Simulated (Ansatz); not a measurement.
MgF2:
```yaml
crystal:
  lattice:
    - [4.69764, 0.00000, 0.00000]
    - [0.00000, 4.69764, 0.00000]
    - [0.00000, 0.00000, 3.09292]
  atoms:
    - { symbol: Mg, position: [0.50000, 0.50000, 0.50000] }
    - { symbol: Mg, position: [0.00000, 0.00000, 0.00000] }
    - { symbol: F, position: [0.69643, 0.69643, 0.00000] }
    - { symbol: F, position: [0.30357, 0.30357, 0.00000] }
    - { symbol: F, position: [0.80357, 0.19643, 0.50000] }
    - { symbol: F, position: [0.19643, 0.80357, 0.50000] }
```

Relaxed with PBE.

Q: Which orbitals make up the states near the band edges in the program Ansatz at the PBE level (PAW)?

A: Top 1 eV of the valence band: F 2p 99 %. Bottom 1 eV of the conduction band: Mg 3s 75 %, F 2s 20 %. Projections are on Löwdin-orthogonalised atomic valence shells; empty p or d shells of many metals are not among them.

Q: Tabulate the density of states.

A: States/eV per cell of 6 atoms, in 0.25 eV bins, energy from the valence-band maximum.

| E (eV) | total | F 2p | Mg 3s | F 2s |
|---|---|---|---|---|
| -4.05 | 0.00 | 0.00 | 0.00 | 0.00 |
| -3.80 | 0.37 | 0.33 | 0.04 | 0.00 |
| -3.55 | 1.58 | 1.42 | 0.13 | 0.01 |
| -3.30 | 4.99 | 4.55 | 0.37 | 0.03 |
| -3.05 | 4.66 | 4.29 | 0.29 | 0.03 |
| -2.80 | 4.03 | 3.86 | 0.11 | 0.02 |
| -2.55 | 5.63 | 5.42 | 0.12 | 0.02 |
| -2.30 | 5.34 | 5.15 | 0.11 | 0.02 |
| -2.05 | 6.51 | 6.31 | 0.11 | 0.02 |
| -1.80 | 6.98 | 6.82 | 0.07 | 0.02 |
| -1.55 | 7.88 | 7.74 | 0.05 | 0.01 |
| -1.30 | 13.15 | 13.01 | 0.02 | 0.01 |
| -1.05 | 8.74 | 8.66 | 0.02 | 0.01 |
| -0.80 | 7.48 | 7.42 | 0.01 | 0.00 |
| -0.55 | 13.24 | 13.18 | 0.01 | 0.00 |
| -0.30 | 4.82 | 4.80 | 0.00 | 0.00 |
| -0.05 | 0.59 | 0.59 | 0.00 | 0.00 |
| 0.20 | 0.00 | 0.00 | 0.00 | 0.00 |
| 0.45 | 0.00 | 0.00 | 0.00 | 0.00 |
| 0.70 | 0.00 | 0.00 | 0.00 | 0.00 |
| 0.95 | 0.00 | 0.00 | 0.00 | 0.00 |
| 1.20 | 0.00 | 0.00 | 0.00 | 0.00 |
| 1.45 | 0.00 | 0.00 | 0.00 | 0.00 |
| 1.70 | 0.00 | 0.00 | 0.00 | 0.00 |
| 1.95 | 0.00 | 0.00 | 0.00 | 0.00 |
| 2.20 | 0.00 | 0.00 | 0.00 | 0.00 |
| 2.45 | 0.00 | 0.00 | 0.00 | 0.00 |
| 2.70 | 0.00 | 0.00 | 0.00 | 0.00 |
| 2.95 | 0.00 | 0.00 | 0.00 | 0.00 |
| 3.20 | 0.00 | 0.00 | 0.00 | 0.00 |
| 3.45 | 0.00 | 0.00 | 0.00 | 0.00 |
| 3.70 | 0.00 | 0.00 | 0.00 | 0.00 |
| 3.95 | 0.00 | 0.00 | 0.00 | 0.00 |
| 4.20 | 0.00 | 0.00 | 0.00 | 0.00 |
| 4.45 | 0.00 | 0.00 | 0.00 | 0.00 |
| 4.70 | 0.00 | 0.00 | 0.00 | 0.00 |
| 4.95 | 0.00 | 0.00 | 0.00 | 0.00 |
| 5.20 | 0.00 | 0.00 | 0.00 | 0.00 |
| 5.45 | 0.00 | 0.00 | 0.00 | 0.00 |
| 5.70 | 0.00 | 0.00 | 0.00 | 0.00 |
| 5.95 | 0.00 | 0.00 | 0.00 | 0.00 |
| 6.20 | 0.00 | 0.00 | 0.00 | 0.00 |
| 6.45 | 0.00 | 0.00 | 0.00 | 0.00 |
| 6.70 | 0.00 | 0.00 | 0.00 | 0.00 |
| 6.95 | 0.03 | 0.00 | 0.03 | 0.01 |
| 7.20 | 0.11 | 0.00 | 0.08 | 0.02 |
| 7.45 | 0.16 | 0.01 | 0.12 | 0.03 |
| 7.70 | 0.21 | 0.01 | 0.15 | 0.04 |
| 7.95 | 0.25 | 0.02 | 0.19 | 0.04 |
| 8.20 | 0.31 | 0.02 | 0.23 | 0.05 |
| 8.45 | 0.35 | 0.03 | 0.26 | 0.05 |
| 8.70 | 0.41 | 0.03 | 0.30 | 0.06 |
| 8.95 | 0.53 | 0.05 | 0.39 | 0.07 |
| 9.20 | 0.53 | 0.05 | 0.39 | 0.06 |
| 9.45 | 0.51 | 0.05 | 0.38 | 0.05 |
| 9.70 | 0.62 | 0.06 | 0.45 | 0.06 |
| 9.95 | 0.71 | 0.06 | 0.51 | 0.06 |
| 10.20 | 0.79 | 0.07 | 0.55 | 0.06 |
| 10.45 | 0.87 | 0.07 | 0.59 | 0.06 |
| 10.70 | 0.97 | 0.08 | 0.65 | 0.06 |
| 10.95 | 1.04 | 0.08 | 0.67 | 0.05 |
| 11.20 | 1.10 | 0.08 | 0.62 | 0.04 |
| 11.45 | 1.20 | 0.07 | 0.59 | 0.03 |
| 11.70 | 1.39 | 0.07 | 0.57 | 0.03 |

Space group P4_2/mnm (rutile). The PBE relaxation kept the symmetry of its start.

Potentials: the later of the program's two PAW sets.
